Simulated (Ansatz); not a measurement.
System: MnF2, 6 atoms in the cell.

```xyz
6
Lattice="4.8730 0.0000 0.0000 0.0000 4.8730 0.0000 0.0000 0.0000 3.3100" Properties=species:S:1:pos:R:3 pbc="T T T"
Mn    0.0000    0.0000    0.0000
Mn    2.4365    2.4365    1.6550
F     1.4863    1.4863    0.0000
F     3.3867    3.3867    0.0000
F     3.9228    0.9502    1.6550
F     0.9502    3.9228    1.6550
```

These are results of PBE, plane waves, PAW datasets (generated soft set 1) in Ansatz, not measurements.

Cutoff 420 eV; k-mesh 4×4×6 Γ-centred; fixed occupations; starting moments Mn1 5, Mn2 -5 μB.

As given, the pressure is 2.75 GPa.

| atom | Fx (eV/Å) | Fy (eV/Å) | Fz (eV/Å) | moment (μB) |
| --- | --- | --- | --- | --- |
| Mn1 | 0.000 | 0.000 | 0.000 | 4.15 |
| Mn2 | 0.000 | 0.000 | 0.000 | -4.15 |
| F3 | -0.065 | -0.065 | 0.000 | -0.03 |
| F4 | 0.065 | 0.065 | 0.000 | -0.03 |
| F5 | -0.065 | 0.065 | 0.000 | 0.03 |
| F6 | 0.065 | -0.065 | 0.000 | 0.03 |
Site moments are counted near each atom and needn't add up to the net moment.

Problem. The cell is scaled to 98 % of its volume at fixed fractional coordinates. What happens?

Solution. The pressure increases by 2.10 GPa to 4.85 GPa, a clamped-ion bulk modulus of about 104 GPa at this volume, and the free energy changes by +6.2 meV/atom.

```csv
atom,Fx (eV/Å),Fy (eV/Å),Fz (eV/Å),moment (μB)
Mn1,0.000,0.000,0.000,4.13
Mn2,0.000,0.000,0.000,-4.13
F3,-0.085,-0.085,0.000,-0.03
F4,0.085,0.085,0.000,-0.03
F5,-0.085,0.085,0.000,0.03
F6,0.085,-0.085,0.000,0.03
```
Site moments are counted near each atom and needn't add up to the net moment.

The stress includes the program's correction for the finite plane-wave basis.

One magnetic order was tried; another may lie lower.
